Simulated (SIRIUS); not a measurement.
Consider a self-consistent single point of NaCl (Fm-3m, 8 atoms in the cell; from Materials Project mp-22862, changed as shown).

```
CELL_PARAMETERS angstrom
      5.47637     0.00000     0.00000
      0.00000     5.47637     0.00000
      0.00000     0.00000     5.47637
ATOMIC_POSITIONS crystal
  Na 0.00000 0.00000 0.00000
  Na 0.00000 0.50000 0.50000
  Na 0.50000 0.00000 0.50000
  Na 0.50000 0.50000 0.00000
  Cl 0.50000 0.00000 0.00000
  Cl 0.50000 0.50000 0.50000
  Cl 0.00000 0.00000 0.50000
  Cl 0.00000 0.50000 0.00000
```

Computed with PBE, GBRV PBE ultrasoft pseudopotentials (plane waves; SIRIUS).

SIRIUS settings:

- parameters.ngridk = 4 4 4
- parameters.xc_functionals = [XC_GGA_X_PBE, XC_GGA_C_PBE]
- parameters.gk_cutoff = 6.325 1/bohr
- parameters.pw_cutoff = 14.143 1/bohr
- parameters.smearing = gaussian
- parameters.smearing_width = 0.0001 Ha
- potentials = GBRV PBE ultrasoft pseudopotentials
- parameters.electronic_structure_method = pseudopotential
- parameters.num_bands = 38
- parameters.num_mag_dims = 0
- parameters.num_dft_iter = 100
- parameters.energy_tol = 1e-07 Ha
- parameters.density_tol = 1e-06
- mixer.type = broyden2
- mixer.beta = 0.3
- mixer.use_hartree = true

Task: Estimate, at this level of theory: gap on the k-point mesh and pressure.

Result: The run gave:

- Gap on the k-point mesh: 5.47 eV
- Pressure: 3.83 GPa

The gap is read on the k-point mesh of the run and can differ from the gap over the whole zone at this level.

For comparison: a first run was changed to give this one (lattice scaled by 0.98), and from it to this one the free energy rises by 21.6 meV/atom, the pressure goes from 1.68 to 3.83 GPa and the gap on the mesh goes from 5.213 to 5.466 eV.

The structure comes from a collection of computed structures, made at another level of theory; the collection holds predicted forms beside known ones.

Cost on one core: roughly 50 core-seconds.
